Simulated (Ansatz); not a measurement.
Input:

Pt:
```
CELL_PARAMETERS angstrom
      0.00000     1.97009     1.97009
      1.97009     0.00000     1.97009
      1.97009     1.97009     0.00000
ATOMIC_POSITIONS crystal
  Pt 0.00000 0.00000 0.00000
```

This is the r²SCAN-relaxed structure.

Q: All from the program Ansatz at the r²SCAN level (PAW), unless another level is named. Give the density of states at the Fermi level.

A: 2.0 states/eV per atom (mean over ±0.08 eV).

Q: And the gap with spin–orbit coupling?

A: none (metallic).

Space group Fm-3m (fcc (Cu type)). The cell was relaxed with r²SCAN under the symmetry of its start. No spin polarisation was allowed. Scalar-relativistic: spin–orbit coupling is off unless named, which matters more the heavier the elements.

Potentials: the later of the program's two PAW sets.
